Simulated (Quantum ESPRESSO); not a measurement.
## Band energies of BaO₂

```
BaO2
1.0
   -1.88565     1.88565     3.37505
    1.88565    -1.88565     3.37505
    1.88565     1.88565    -3.37505
O Ba
2 1
Direct
  0.39121   0.39121   0.00000
  0.60879   0.60879   0.00000
  0.00000   0.00000   0.00000
```

PBEsol (Quantum ESPRESSO, PseudoDojo norm-conserving, 84 Ry, no spin-orbit coupling); path ΓXYSΓZS1NPY1Z,XP; energies in eV from the valence-band maximum.

```
k (1/Å)  point  band 7  band 8  band 9  band 10  band 11  band 12  band 13  band 14
-------  -----  ------  ------  ------  -------  -------  -------  -------  -------
0.00         Γ   -6.51   -3.62   -3.62    -1.21    -1.21     3.27     4.70     5.17
0.43             -6.35   -4.62   -3.53    -1.60    -0.62     4.69     5.07     5.97
0.86             -6.01   -3.93   -3.28    -2.21    -0.18     4.90     6.47     6.85
1.18         X   -5.90   -3.21   -3.18    -2.38    -0.26     4.85     6.45     6.72
1.30             -5.89   -3.32   -3.22    -2.29    -0.26     4.84     6.38     6.86
1.55         Y   -5.81   -4.12   -3.31    -1.64    -0.20     4.72     6.04     6.57
1.77             -5.76   -4.61   -3.63    -1.01    -0.14     4.62     5.30     5.82
2.12         S   -5.73   -4.56   -4.46    -0.31    -0.22     4.46     4.52     5.63
2.23             -5.83   -4.73   -4.63    -0.45    -0.32     4.58     5.13     5.47
2.67             -6.25   -4.57   -4.47    -1.02    -0.84     4.97     5.15     5.91
3.21         Γ   -6.51   -3.62   -3.62    -1.21    -1.21     3.27     4.70     5.17
3.63             -5.22   -3.63   -3.63    -0.66    -0.66     2.67     3.35     5.17
4.04             -5.42   -3.57   -3.57    -0.03    -0.03     2.10     4.19     6.00
4.14         Z   -5.50   -3.57   -3.57     0.00     0.00     2.07     4.35     6.03
4.49             -5.58   -4.06   -3.99    -0.10    -0.07     3.05     4.42     6.43
4.72        S1   -5.73   -4.56   -4.46    -0.31    -0.22     4.46     4.52     5.63
4.93             -5.53   -4.75   -4.64    -0.43    -0.32     4.00     5.03     5.57
5.25         N   -5.05   -4.90   -4.77    -0.50    -0.40     3.15     5.01     6.10
5.34             -5.05   -4.83   -4.72    -0.53    -0.43     3.17     5.05     6.15
5.80             -5.02   -3.63   -3.60    -1.10    -1.09     3.47     6.12     6.60
6.08         P   -5.02   -3.28   -3.28    -1.27    -1.27     3.55     6.52     6.52
6.18             -5.07   -3.31   -3.27    -1.52    -1.00     3.62     6.45     6.62
6.58             -5.78   -3.90   -3.29    -1.82    -0.25     4.66     6.13     7.01
6.67        Y1   -5.81   -4.12   -3.31    -1.64    -0.20     4.72     6.04     6.57
6.92             -5.69   -4.68   -3.44    -0.75    -0.12     4.55     4.57     5.91
7.24             -5.54   -4.03   -3.55    -0.08    -0.03     2.58     4.39     6.50
7.49         Z   -5.50   -3.57   -3.57     0.00     0.00     2.07     4.35     6.03
7.49         X   -5.90   -3.21   -3.18    -2.38    -0.26     4.85     6.45     6.72
7.95         P   -5.02   -3.28   -3.28    -1.27    -1.27     3.55     6.52     6.52
```

The PBEsol gap is direct, 2.07 eV at Z.

Geometry relaxed with PBEsol.
